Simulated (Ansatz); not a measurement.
CaF2:
```xyz
6
Lattice="3.4726 0.0000 0.0000 0.0000 4.1256 0.0000 0.0000 0.0000 5.8951" Properties=species:S:1:pos:R:3 pbc="T T T"
Ca     0.0000     0.5958     4.1400
Ca     0.0000     3.5298     1.1925
F      1.7363     0.3706     5.7759
F      1.7363     3.7550     2.8283
F      0.0000     2.6112     5.0165
F      0.0000     1.5144     2.0689
```

Relaxed with r²SCAN.

Task: Map the electron localisation function on the plane through (0.000, 0.144, 0.702) spanned by u = [0, 1, 0] and v = [0, 0, 1] in lattice vectors, from r²SCAN in the plane-wave PAW code Ansatz.

Result: x is the fraction of u, y of v (the angle between them is 90°; rows are the nearest grid lines); atoms in the plane: Ca at (0.00, 0.00), Ca at (0.71, 0.50), F at (0.49, 0.15), F at (0.22, 0.65).
```
|%%@@%: .+####=. -%@@%%|
|%@@@%-  :=++-.  =@@@@%|
|@@@#-           .+%@@@|
|%#=:             .+#%%|
|:.  .:--.          .::|
|  :=*##*+:            |
|=#@@@@@@%*-         .=|
|*%@%##%@@#:   .:.   .*|
|+%@%+=#@@#. .=###=. .+|
|=%@%**#@@+ .+%@@@%+. =|
| +%@@@@%*..*@@@@@@@*. |
| :*%%%%*: :%@@%%@@@%: |
|  -+**+-  -%@@%%@@@%- |
|   :--:   -%@@@@@@@%- |
|           .+#@@@%#-  |
|        ..   :=++=:   |
|      .-+++-.         |
|     .=*#%%%#=.       |
|     -#%@%%%@@%+.     |
|==:  :#@@#+*%@%+.  :==|
|@%#: .*@@#=+%@%=  -#%@|
|@@@#. =%@%##@@%- :#@@@|
|%@@@#. =%@@@%#- :%@@@%|
|%%@@%: .+####=. -%@@%%|
```
Scale: ten equal steps from 0.007 (start of ' ') to 0.870 (end of '@'), in the order ' .:-=+*#%@'; x runs from 0.000 to 1.00, y from 0.000 (bottom) to 1.00 (top).

The density is the valence pseudo-density with augmentation charge, so density and ELF within about 1 Å of a nucleus are not all-electron values.

Space group Pmc2_1. The first step of the workflow began from a Materials Project structure, measured or hypothetical; the Crystallography Open Database copy checked does not list it. It is not the phase usual at ambient conditions (space group No. 225). Symmetry was held in the r²SCAN relaxation; its stability against distortions is not shown here.

Potentials: the later of the program's two PAW sets.
